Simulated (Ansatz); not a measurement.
YH₃O₃ — H-2 nuclear quadrupole resonance

Cell: a computed structure from the Materials Project (it need not be an observed phase), atoms as given.

Space group P2_1/m (No. 11); a = 6.3333, b = 3.5147, c = 6.4401 Å, β = 118.48°.

| site | Wyckoff | site symmetry | x | y | z |
| --- | --- | --- | --- | --- | --- |
| Y | 2e | m | 0.3421 | 0.2500 | 0.1733 |
| H3 | 2e | m | 0.8527 | 0.2500 | 0.6369 |
| H4 | 2e | m | 0.2666 | 0.2500 | 0.6327 |
| H5 | 2e | m | 0.8597 | 0.2500 | 0.1948 |
| O9 | 2e | m | 0.9069 | 0.2500 | 0.8058 |
| O10 | 2e | m | 0.3902 | 0.2500 | 0.5839 |
| O11 | 2e | m | 0.6866 | 0.2500 | 0.0933 |

One atom of each set is listed.

All values are calculated (Ansatz; DFT, PBE, plane waves and PAW (field gradients read without the response of the frozen cores, which leaves them typically 4 to 6 % off), scalar-relativistic, 420 eV cutoff, Γ-centred 4×6×4 k-points, Fermi–Dirac smearing 0.02 eV), not measured.

H-2: I = 1, Q = 2.858 mb (year-2017 value). Static lattice, zero field.

(1) At which frequencies do the H-2 NQR lines lie?

## Answers

(1) For I = 1 the lines are ν± = (3/4)|C_Q|(1 ± η/3) and ν₀ = |C_Q|η/2.

```csv
site,atoms,V_zz (10²¹ V/m²),C_Q (MHz),η,line frequencies (MHz)
H3,2,4.27,0.295,0.01,"0.00184, 0.220, 0.222"
H4,2,4.28,0.295,0.01,"0.00139, 0.221, 0.222"
H5,2,4.21,0.291,0.03,"0.00390, 0.216, 0.220"
```

At H3, H4 and H5 V_zz points along its bond to O (within 2°) in each case.

Hardware: 1 thread of Intel Xeon Platinum 8375C CPU @ 2.90GHz (Ice Lake) (x86_64; 16 cores open to the job, memory cap 3.0 GiB, no GPU), a shared host with a load of 0.6 a core. Wall time 12 s, CPU time 12 s, peak memory 0.54 GiB.
